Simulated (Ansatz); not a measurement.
B (diamond, Fd-3m) under volume change, PBEsol in the plane-wave PAW code Ansatz, scaled uniformly.

```csv
V (Å³/atom),E − E(relaxed) (meV/atom),P (GPa)
7.453,(withheld),(withheld)
7.699,(withheld),(withheld)
7.945,4.4,5.90
8.190,0.0,0.00
8.436,4.0,-5.15
8.682,15.5,-9.64
8.927,33.3,-13.57
```

### Question
Some entries are withheld; supply them.

### Answer

- 7.453, E − E(relaxed) (meV/atom): 43.7
- 7.453, P (GPa): 20.40
- 7.699, E − E(relaxed) (meV/atom): 18.5
- 7.699, P (GPa): 12.65

### Question
What does a third-order Birch–Murnaghan fit give for V₀, B₀ and B′?

### Answer
V₀ = 8.19 Å³/atom, B₀ = 183 GPa, B′ = 3.5.

The start of the workflow was typed in or built on a structure type; neither database checked (COD, Materials Project) lists it. It is not the phase usual at ambient conditions (space group No. 166). The PBEsol relaxation kept the symmetry of its start. At this level the phase is mechanically unstable.

Potentials: the earlier of the program's two PAW sets.
